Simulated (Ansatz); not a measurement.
Data:

Si:
```
Si
1.0
    0.00000     2.70105     2.70105
    2.70105     0.00000     2.70105
    2.70105     2.70105     0.00000
Si
2
Cartesian
  2.70105   2.70105   2.70105
  4.05157   4.05157   4.05157
```

This is the LDA-relaxed structure.

Q: All from LDA in the plane-wave PAW code Ansatz, unless another level is named. Estimate the Debye temperature from the elastic constants.

A: 631 K.

Q: Next, the elastic constants (relaxed ions, GPa)?

A: C11 = 161, C12 = 64.3, C44 = 75.5.

Space group Fd-3m (diamond). The cell was relaxed with LDA under the symmetry of its start.

Potentials: the later of the program's two PAW sets.
